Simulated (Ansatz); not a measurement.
# HfZr$_{3}$S$_{8}$ (C2/m) at 3 levels of theory

One geometry, relaxed with PBE; plane waves with PAW potentials in Ansatz, scalar-relativistic. No spin polarisation. Gaps are the least over mesh and band path; pressure is positive in compression.

Space group C2/m (No. 12). a = 13.539 Å, b = 7.355 Å, c = 6.367 Å, α = 90.00°, β = 90.01°, γ = 90.00°
```tsv
atom	site	symmetry	x	y	z
Zr	4g	2	0.0000	0.7504	0.0000
Zr	2d	2/m	0.0000	0.5000	0.5000
Hf	2c	2/m	0.0000	0.0000	0.5000
S	4i	m	0.1071	0.5000	0.1663
S	8j	1	0.1069	0.7518	0.6655
S	4i	m	0.1069	0.0000	0.1693
```

| level | cutoff (eV) | k mesh | gap (eV) | pressure (GPa) |
| --- | --- | --- | --- | --- |
| PBE | 420 | 4×4×4 | 1.13 | 0.0 |

Problem. What comes out on the same cell with r2SCAN, LDA?

Solution.
| level | cutoff (eV) | k mesh | gap (eV) | pressure (GPa) |
| --- | --- | --- | --- | --- |
| r2SCAN | 500 | 4×4×4 | 1.46 | -0.6 |
| LDA | 420 | 4×4×4 | 1.00 | -4.4 |

Spin-orbit coupling matters for the bands of heavy elements and is left out. The cell holds layers, chains or molecules and no dispersion correction was added, so their binding is poorly described.

The structure comes from a generated guess; another structure or a mixture of phases may lie lower.
